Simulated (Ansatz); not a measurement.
**Stability checks on a candidate for TiAl6Ni5**

It was reached by relaxing an invented guess, and it needn't be the stable form of this composition.

Method: DFT PBE, scalar-relativistic, plane waves, PAW in Ansatz 0.2.0. Cutoff 420 eV, Γ-centred 10×10×4 mesh (12-atom cell), Gaussian smearing of 0.10 eV, no spin polarisation.

```
CELL_PARAMETERS angstrom
4.08122 0.00000 0.00000
0.00000 4.08122 0.00000
0.00000 0.00000 9.25165
ATOMIC_POSITIONS crystal
Ti 0.50000 0.50000 0.50000
Al 0.00000 0.50000 0.00000
Al 0.50000 0.00000 0.00000
Al 0.00000 0.50000 0.31371
Al 0.50000 0.00000 0.31371
Al 0.00000 0.50000 0.68629
Al 0.50000 0.00000 0.68629
Ni 0.50000 0.50000 0.16057
Ni 0.00000 0.00000 0.15303
Ni 0.00000 0.00000 0.50000
Ni 0.50000 0.50000 0.83943
Ni 0.00000 0.00000 0.84697
```

Formation energies are uncorrected and refer to the elements' standard structures at the same level.

**Question.** These tests were run: energy against the elements; phonons on a 2×2×1 q mesh; elastic tensor. What do they show?

**Answer.**

| test | result |
| --- | --- |
| energy against the elements | −0.56 eV/atom |
| phonons on a 2×2×1 q mesh | no imaginary mode on the mesh |
| elastic tensor | least eigenvalue 35 GPa |

It fails none of these tests. Other phases of the system weren't compared here, so this isn't yet thermodynamic stability.

Trial moments died out on the coarse mesh, so the last step has no spin; another magnetic start might hold. The run for the phonons used a 10×10×4 k mesh and Fermi–Dirac smearing of 0.15 eV. The run for the elastic tensor used a 10×10×4 k mesh and Fermi–Dirac smearing of 0.15 eV.
